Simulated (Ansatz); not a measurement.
The relaxed structure here is a generated cell of GeSe: the first start was made by placing the elements on the sites of a structure type, and the end was not matched to a known phase here, so it may be hypothetical. Known forms of GeSe include space group No. 62.

One stationary structure of GeSe. Space group P6₃mc (No. 186), wurtzite type. The numbers are results of PBE (plane waves to 420 eV, PAW, scalar-relativistic; Ansatz, a quantum-chemistry and plane-wave program), not measurements.

```cif
data_Ge2Se2
_chemical_formula_sum 'Ge2 Se2'
_space_group_name_H-M_alt 'P 1'
_space_group_IT_number 1
_cell_length_a 4.79016
_cell_length_b 4.79016
_cell_length_c 5.86256
_cell_angle_alpha 90.000
_cell_angle_beta 90.000
_cell_angle_gamma 120.000
loop_
_space_group_symop_operation_xyz
  'x, y, z'
loop_
_atom_site_label
_atom_site_type_symbol
_atom_site_fract_x
_atom_site_fract_y
_atom_site_fract_z
_atom_site_occupancy
Ge1 Ge 0.66667 0.33333 0.03471 1
Ge2 Ge 0.33333 0.66667 0.53471 1
Se1 Se 0.66667 0.33333 0.59049 1
Se2 Se 0.33333 0.66667 0.09049 1
```

Problem. Predict the band gap from PBE.

Solution. 0.92 eV, indirect (valence top at 60 % of the way from M to K, conduction bottom at 73 % of the way from K to Γ) (no spin-orbit coupling).

Problem. What smallest direct gap does PBE give?

Solution. 1.29 eV at H.

No spin polarisation in the result.

The run could not lose the symmetry of its start: the end is stationary, and may be a saddle point rather than a minimum.
